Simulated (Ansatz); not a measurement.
**TaMo4: stable or not**

The structure comes from a generated guess, relaxed at this level; another structure or a mixture of phases may lie lower.

The calculation used DFT PBE, scalar-relativistic, plane waves, PAW (Ansatz 0.2.0). Settings of the last relaxation (5-atom cell): 420 eV, 10×10×14 k points, Gaussian smearing of 0.10 eV, no spin polarisation.

```cif
data_structure
_symmetry_space_group_name_H-M 'C2/m'
_symmetry_Int_Tables_number 12
_cell_length_a 13.1165
_cell_length_b 4.4994
_cell_length_c 2.7754
_cell_angle_alpha 90.000
_cell_angle_beta 97.999
_cell_angle_gamma 90.000
_cell_volume 162.20
loop_
_atom_site_label
_atom_site_type_symbol
_atom_site_symmetry_multiplicity
_atom_site_Wyckoff_symbol
_atom_site_fract_x
_atom_site_fract_y
_atom_site_fract_z
_atom_site_occupancy
Ta1 Ta 2 c 0.00000 0.00000 0.50000 1
Mo1 Mo 4 i 0.89797 0.50000 0.09461 1
Mo2 Mo 4 i 0.79906 0.00000 0.70448 1
```

Formation energies are uncorrected and refer to the elements' standard structures at the same level.

Question: These tests were run: energy against the elements; phonons at Γ. What do they show?

Answer:

```tsv
test	result
energy against the elements	−0.07 eV/atom
phonons at Γ	lowest optical mode 138 cm⁻¹
```

It fails none of these tests. Other phases of the system weren't compared here, so this isn't yet thermodynamic stability. Phonons away from Γ weren't computed.

Spin–orbit coupling, which can matter for Ta, is left out. The run for the phonons used a 10×10×14 k mesh and Fermi–Dirac smearing of 0.15 eV.
